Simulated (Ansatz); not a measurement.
**Question.** Each is relaxed and computed with plane-wave PAW PBEsol (Ansatz code). Which is the only metal?
A) GeSe2, I-42d (Ge on 4a, Se on 8d)
B) Al5C3N, P6_3mc (Pearson symbol hP18)
C) Ge3N4, Fd-3m (Ge on 16c, Ge on 8b, N on 32e)
D) Cr2GeC, P6_3/mmc (Cr on 4f, Ge on 2d, C on 2a)

**Answer.** D, Cr2GeC, P6_3/mmc (Cr on 4f, Ge on 2d, C on 2a). Cr2GeC: metal; GeSe2: gap 1.34 eV (indirect); Al5C3N: gap 0.74 eV (indirect); Ge3N4: gap 2.12 eV. Standing as an ambient phase not checked: Cr2GeC, P6_3/mmc (Cr on 4f, Ge on 2d, C on 2a); GeSe2, I-42d (Ge on 4a, Se on 8d); Al5C3N, P6_3mc (Pearson symbol hP18). Began spin-polarised and lost the moments: Cr2GeC, P6_3/mmc (Cr on 4f, Ge on 2d, C on 2a). All cells were relaxed under the symmetry of their starts (and spin orders); stability against distortions was not tested throughout. Spin–orbit coupling is left out wherever it is not named.

Potentials: the later of the program's two PAW sets.
